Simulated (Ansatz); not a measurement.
Property card for ZrBr

ZrBr:
```xyz
4
Lattice="1.7628 1.0178 9.4861 -1.7628 1.0178 9.4861 0.0000 -2.0355 9.4861" Properties=species:S:1:pos:R:3 pbc="T T T"
Zr     0.0000     0.0000     5.9095
Zr     0.0000     0.0000    22.5488
Br     0.0000     0.0000    11.1791
Br     0.0000     0.0000    17.2792
```

Space group R-3m (No. 166); conventional cell a = 3.5256 Å, b = 3.5256 Å, c = 28.4583 Å, α = 90.00°, β = 90.00°, γ = 120.00°.

Method: r²SCAN+D4 (plane waves, PAW; program Ansatz). Geometry: relaxed at this level of theory. Other levels are named where they apply.

Cell and energy:

| Quantity | Value |
|---|---|
| Volume per atom | 25.53 Å³ |
| Density | 5.57 g/cm³ |
| Formation energy from the elements (no fitted shifts) | -115 kJ/mol of atoms |

Electronic structure:

| Item | Result |
|---|---|
| Electronic character | metallic (no gap) |
| Density of states at the Fermi level | 0.16 states/eV per atom (mean over ±0.08 eV) |

Charges:

| Item | Value |
|---|---|
| Bader charges | Zr +0.68, Br -0.68 e |

The workflow started from an entry of the Crystallography Open Database (COD). Whether it is the stable phase at ambient conditions was not checked. Symmetry was held in the r²SCAN+D4 relaxation; its stability against distortions is not shown here. No spin polarisation was allowed. The references are the lowest solids computed at this level, not always the standard phases. Spin–orbit coupling is left out wherever it is not named.

Potentials: the later of the program's two PAW sets.
